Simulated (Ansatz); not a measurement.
GeW (CsCl type, space group No. 221) under volume change, plane-wave PAW PBE (Ansatz code), scaled uniformly.

```
V (Å³/atom)  E − E(relaxed) (meV/atom)  P (GPa)
-----------  -------------------------  -------
14.027                            96.3    24.07
14.489                            40.5    14.82
14.952                             9.6     6.82
15.414                             0.0     0.00
15.876                             8.6    -5.77
16.339                            32.5   -10.65
16.801                            69.3   -14.78
```

### Question
What does a third-order Birch–Murnaghan fit give for V₀, B₀ and B′?

### Answer
V₀ = 15.42 Å³/atom, B₀ = 208 GPa, B′ = 4.4.

Space group Pm-3m (CsCl type). The cell is a constructed one: a structure type filled with these elements; neither database checked (COD, Materials Project) lists it. Whether it is the stable phase at ambient conditions was not checked. The PBE relaxation kept the symmetry of its start; its stability against distortions is not shown here. No spin polarisation was allowed. Scalar-relativistic: spin–orbit coupling is off unless named, which matters more the heavier the elements.

Potentials: the later of the program's two PAW sets.
